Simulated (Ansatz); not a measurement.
## Na-23 nuclear quadrupole resonance in Na₂H₂CO₄

Cell: a Materials Project structure (computed, not necessarily an observed phase), atoms as given.

Space group Pca2_1 (No. 29); a = 10.7771, b = 5.2819, c = 6.4891 Å.

| site | Wyckoff | site symmetry | x | y | z |
| --- | --- | --- | --- | --- | --- |
| Na1 | 4a | 1 | 0.6932 | 0.8605 | 0.9998 |
| Na5 | 4a | 1 | 0.5012 | 0.3781 | 0.0644 |
| H9 | 4a | 1 | 0.4337 | 0.8374 | 0.1479 |
| H13 | 4a | 1 | 0.4094 | 0.8998 | 0.9178 |
| C | 4a | 1 | 0.7549 | 0.3980 | 0.7855 |
| O21 | 4a | 1 | 0.6375 | 0.4530 | 0.7988 |
| O25 | 4a | 1 | 0.8375 | 0.5754 | 0.7969 |
| O29 | 4a | 1 | 0.7888 | 0.1622 | 0.7606 |
| O33 | 4a | 1 | 0.4709 | 0.9317 | 0.0322 |

One atom of each set is listed.

All values are calculated (Ansatz; DFT, PBE, plane waves and PAW, scalar-relativistic, 420 eV cutoff, Γ-centred 2×4×4 k-points, Fermi–Dirac smearing 0.02 eV), not measured.

Na-23: I = 3/2, Q = 104.0 mb (year-2017 value). Static lattice, zero field.

Question: Predict the zero-field Na-23 lines of each site.

Answer: For I = 3/2 there is one line, ν = (|C_Q|/2)(1 + η²/3)^½.

| site | atoms | V_zz (10²¹ V/m²) | C_Q (MHz) | η | line frequencies (MHz) |
| --- | --- | --- | --- | --- | --- |
| Na1 | 4 | 0.95 | 2.38 | 0.45 | 1.23 |
| Na5 | 4 | -0.78 | -1.97 | 0.87 | 1.10 |

The largest force is 0.3 eV/Å, so the atoms aren't at the calculated equilibrium and relaxing them would move these values.

Hardware: 1 thread of Arm Neoverse V1 (aarch64; 8 cores open to the job, memory cap 2.5 GiB, no GPU), a shared host with a load of 0.4 a core. Wall time 2.1 min, CPU time 2.1 min, peak memory 0.92 GiB.
